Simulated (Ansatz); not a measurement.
SnSe (zinc blende, space group No. 216) under volume change, plane-wave PAW r²SCAN (Ansatz code), scaled uniformly.

```tsv
V (Å³/atom)	E − E(relaxed) (meV/atom)	P (GPa)
34.637	36.5	3.62
35.779	15.5	2.28
36.921	3.7	1.06
38.062	0.0	-0.01
39.204	3.5	-0.95
40.346	13.2	-1.76
41.488	28.3	-2.46
```

Q: What does a third-order Birch–Murnaghan fit give for V₀, B₀ and B′?

A: V₀ = 38.06 Å³/atom, B₀ = 33.1 GPa, B′ = 3.3.

Space group F-43m (zinc blende). The start of the workflow was typed in or built on a structure type; neither database checked (COD, Materials Project) lists it. It is not the phase usual at ambient conditions (space group No. 62). The cell was relaxed with r²SCAN under the symmetry of its start. At this level the phase is mechanically unstable. Spin–orbit coupling is left out wherever it is not named.

Potentials: the later of the program's two PAW sets.
